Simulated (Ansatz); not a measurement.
**VPPb₃O₈: checking a database structure before trusting its electric field gradients**

The cell is a Materials Project structure (computed, not necessarily an observed phase), atoms as given.

Space group R3m:H (No. 160); a = 5.6615, c = 20.7029 Å, γ = 120.00°.

```
site  Wyckoff  site symmetry       x       y       z
   V       3a             3m  0.0000  0.0000  0.4032
   P       3a             3m  0.0000  0.0000  0.5982
 Pb3       3a             3m  0.0000  0.0000  0.7862
 Pb4       3a             3m  0.0000  0.0000  0.2070
 Pb5       3a             3m  0.0000  0.0000  0.9959
  O6       3a             3m  0.0000  0.0000  0.6737
  O7       3a             3m  0.0000  0.0000  0.3197
  O8       9b             .m  0.6989  0.8494  0.5732
 O11       9b             .m  0.3336  0.1668  0.4322
```

One atom of each set is listed; the run and its k-mesh use a cell of 13 atoms with edges of 7.64, 7.64, 7.64 Å.

All values are calculated (Ansatz; DFT, PBE, plane waves and PAW, scalar-relativistic, 420 eV cutoff, Γ-centred 5×5×5 k-points, Fermi–Dirac smearing 0.02 eV), not measured.

Problem. Do the atoms and the cell lie near the calculated equilibrium?

Solution. Not quite. The largest force is 0.91 eV/Å, on atom 7 (O: 1 V at 1.73 Å; also 1 Pb at 2.33 Å), and the pressure is -1.3 GPa. Relaxing the atoms is still advisable, since electric field gradients respond to shifts of a few hundredths of an ångström.
